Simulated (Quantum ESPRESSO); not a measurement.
**Band energies of K$_{2}$NaRhF$_{6}$**

```
K2NaRhF6
1.0
    0.00000     4.25985     4.25985
    4.25985     0.00000     4.25985
    4.25985     4.25985     0.00000
F Na K Rh
6 1 2 1
Direct
  0.76387   0.23613   0.23613
  0.23613   0.76387   0.76387
  0.23613   0.76387   0.23613
  0.76387   0.23613   0.76387
  0.23613   0.23613   0.76387
  0.76387   0.76387   0.23613
  0.50000   0.50000   0.50000
  0.75000   0.75000   0.75000
  0.25000   0.25000   0.25000
  0.00000   0.00000   0.00000
```

PBEsol (Quantum ESPRESSO, PseudoDojo norm-conserving, 88 Ry, without SOC); path ΓXWKΓLUWLK,UX; energies in eV from the valence-band maximum.

```
k (1/Å)  point  band 39  band 40  band 41  band 42  band 43  band 44  band 45  band 46
-------  -----  -------  -------  -------  -------  -------  -------  -------  -------
0.00         Γ    -2.78    -2.78    -0.19    -0.19    -0.19     2.16     2.16     3.94
0.49              -3.08    -2.79    -0.20    -0.04    -0.04     1.87     2.17     5.38
0.74         X    -3.22    -2.79    -0.21     0.00     0.00     1.74     2.17     6.39
0.74         W    -2.96    -2.96    -0.10    -0.10     0.00     1.85     2.11     7.00
1.00         K    -3.09    -2.87    -0.16    -0.04    -0.02     1.84     2.12     6.70
1.19              -2.97    -2.96    -0.11    -0.09    -0.06     1.98     2.08     5.85
1.58              -2.82    -2.80    -0.18    -0.17    -0.16     2.13     2.15     4.20
1.78         Γ    -2.78    -2.78    -0.19    -0.19    -0.19     2.16     2.16     3.94
1.94              -2.81    -2.80    -0.18    -0.17    -0.17     2.14     2.14     4.12
2.26              -2.98    -2.90    -0.14    -0.10    -0.10     2.08     2.08     5.28
2.42         L    -3.03    -2.93    -0.14    -0.09    -0.09     2.07     2.07     5.96
2.64              -3.01    -2.93    -0.12    -0.08    -0.06     1.98     2.09     6.21
2.87         U    -3.09    -2.87    -0.16    -0.04    -0.02     1.84     2.12     6.70
2.87         W    -2.96    -2.96    -0.10    -0.10     0.00     1.85     2.11     7.00
3.13              -2.98    -2.95    -0.11    -0.09    -0.05     1.96     2.09     6.29
3.39         L    -3.03    -2.93    -0.14    -0.09    -0.09     2.07     2.07     5.96
3.62              -3.01    -2.93    -0.12    -0.08    -0.06     1.98     2.09     6.21
3.84         K    -3.09    -2.87    -0.16    -0.04    -0.02     1.84     2.12     6.70
3.84         U    -3.09    -2.87    -0.16    -0.04    -0.02     1.84     2.12     6.70
4.10         X    -3.22    -2.79    -0.21     0.00     0.00     1.74     2.17     6.39
```

The PBEsol gap is direct, 1.74 eV at X.

Spin-orbit splittings are left out.

Geometry of the Materials Project entry, not relaxed at this level.
